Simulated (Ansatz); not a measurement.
Cu Kα1 powder pattern (kinematic, no thermal factors).
```csv
2θ (°),relative intensity
11.21,34
17.21,10
20.59,47
22.54,5
24.43,11
26.95,1
28.50,6
33.48,100
34.82,49
36.69,8
38.43,9
39.08,3
40.79,16
41.88,4
42.39,15
45.59,4
46.02,8
49.48,1
50.06,17
51.48,3
52.82,7
54.68,3
55.56,2
56.47,2
58.49,3
58.97,14
61.45,2
61.57,33
61.92,1
64.34,1
64.83,2
66.48,3
67.63,8
69.91,6
70.01,1
70.34,8
72.61,3
73.51,5
74.64,1
75.74,2
77.11,4
77.29,2
80.53,4
83.22,7
83.98,8
85.08,2
85.70,1
86.14,2
88.71,2
```

The pattern is computed from a structure relaxed with Ansatz, DFT PBE, scalar-relativistic, plane waves, PAW, and for the lanthanide a 4f-in-core norm-conserving potential. No spin polarisation. Its elements are Br, K, Pr.

Question: Give the structure.

Answer: KPrBr$_{4}$.
Space group P4/mmm (No. 123). a = 5.149 Å, b = 5.149 Å, c = 7.883 Å, α = 90.00°, β = 90.00°, γ = 90.00°
| atom | site | symmetry | x | y | z |
| --- | --- | --- | --- | --- | --- |
| K | 1d | 4/mmm | 0.5000 | 0.5000 | 0.5000 |
| Pr | 1a | 4/mmm | 0.0000 | 0.0000 | 0.0000 |
| Br | 4i | 2mm. | 0.5000 | 0.0000 | 0.7784 |

A pattern alone doesn't exclude other cells with like lines; this is the one computed.

It was reached by relaxing an invented guess, and it needn't be the stable form of this composition.

The lanthanide is trivalent by construction, without f bands, f moments or other valences.
